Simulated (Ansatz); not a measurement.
Theory: Ansatz 0.2.0, DFT PBE, scalar-relativistic, plane waves, PAW. Cutoff 420 eV, Γ-centred 10×10×10 mesh (7-atom cell), Gaussian smearing of 0.10 eV, no spin polarisation.

Energies over the elements count from the elements' standard structures at the same level, with no fitted energy shifts.

Question: Propose a candidate for a cubic metal with formula Ti4C3, with a formation energy near −0.70 eV/atom and a density near 4.72 g/cm³, in a cell of 7 atoms.

Answer: Ti4C3, space group Pm-3m (No. 221). Ti on a site of symmetry m-3m has 6 C at 2.16 Å; Ti on a site of symmetry 4/mmm is surrounded by 4 C at 2.16 Å; C has 6 Ti at 2.16 Å.

```cif
data_structure
_symmetry_space_group_name_H-M 'Pm-3m'
_symmetry_Int_Tables_number 221
_cell_length_a 4.3103
_cell_length_b 4.3103
_cell_length_c 4.3103
_cell_angle_alpha 90.000
_cell_angle_beta 90.000
_cell_angle_gamma 90.000
_cell_volume 80.08
loop_
_atom_site_label
_atom_site_type_symbol
_atom_site_symmetry_multiplicity
_atom_site_Wyckoff_symbol
_atom_site_fract_x
_atom_site_fract_y
_atom_site_fract_z
_atom_site_occupancy
Ti1 Ti 1 a 0.00000 0.00000 0.00000 1
Ti2 Ti 3 c 0.00000 0.50000 0.50000 1
C1 C 3 d 0.50000 0.00000 0.00000 1
```

- Volume per atom: 11.44 Å³
- Density: 4.72 g/cm³
- Energy over the elements: −0.70 eV/atom
- Gap on the 10×10×10 mesh of the 7-atom cell: 0 eV (a metal)

The structure comes from a generated guess, relaxed at this level; another structure or a mixture of phases may lie lower. The answer needn't be unique; the calculation gave this one.

The reference form of C is held partly by dispersion forces, which this level lacks. Symmetry constrained the relaxation, so the result can be a saddle point.
